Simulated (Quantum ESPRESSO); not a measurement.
# Planted mistakes on one cell of Zr2WO6F2

Calculated results; nothing here was measured. They come from pw.x of Quantum ESPRESSO 7.5, a plane-wave density functional program, with PseudoDojo standard norm-conserving files (v0.5 for PBE, v0.4.1 for LDA and PBEsol). The cells are made up: elements, strain and atom displacements were drawn at random, and nothing was relaxed. There is no spin polarisation, spin-orbit coupling or dispersion term.

The cell has 12 sites of a rutile lattice (two cells along c). Sites 1 to 4 hold empty Zr W Zr; sites 5 to 12 hold O O O O F O O F. Cell vectors in Å: (4.815, -0.050, -0.039); (-0.050, 4.767, 0.016); (-0.051, 0.021, 6.212). Settings: PBE, cutoff 1143 eV, 5 x 5 x 4 k mesh shifted by half a step, Fermi-Dirac smearing of 0.025 eV.

The intended run has a self-consistency threshold of 1e-07 eV, a smearing term of 0.000 eV, a pressure of 2.73 GPa and 18 iterations. Each further run changes one thing: all lengths scaled by 1.0124; atoms of sites 6 and 9 exchanged; cutoff 703 eV; files of LDA; k mesh 2 x 2 x 2; one electron removed; smearing 0.56 eV; threshold 0.06 eV. A coarse mesh keeps the shift, and a charged cell sits in a uniform background.

```
run,change of free energy (eV),smearing term -TS (eV),change of P (GPa),largest change of a force component (eV/Å),iterations
A,3.450,0.000,-10.24,0.463,18
B,-1.427,-3.315,3.33,1.978,19
C,0.019,0.000,-6.43,0.636,20
D,0.020,0.000,-0.78,0.170,8
E,-2.955,0.000,-1.72,5.264,19
F,-7.700,-0.019,-15.31,2.527,19
G,4.700,0.000,-28.53,0.037,18
H,-0.022,0.000,0.00,0.100,18
```

A rerun of the intended cell at 1467 eV and k mesh 7 x 7 x 6 moved values by no more than 0.005 eV in the cell's energy, 0.02 GPa in stress and 0.003 eV/Å in force.

Question: which change belongs to which run?

## Worked reading

Run D has the fewest iterations, as a run stopped early does. Run B has the largest smearing term, as wide smearing gives. Run G has a higher energy and the largest fall in pressure, as too small a basis gives. Run C changes the volume by a factor of 1.0377; minus its pressure change over the logarithm of that factor, 174 GPa, is a rough bulk modulus with clamped atoms. Energies from files of another functional, or of a charged cell, have another zero and say nothing on stability; the pressure of a charged cell rests on the program's zero of potential too.

## Key

| run | change |
| --- | --- |
| A | files of LDA |
| B | smearing 0.56 eV |
| C | all lengths scaled by 1.0124 |
| D | threshold 0.06 eV |
| E | atoms of sites 6 and 9 exchanged |
| F | one electron removed |
| G | cutoff 703 eV |
| H | k mesh 2 x 2 x 2 |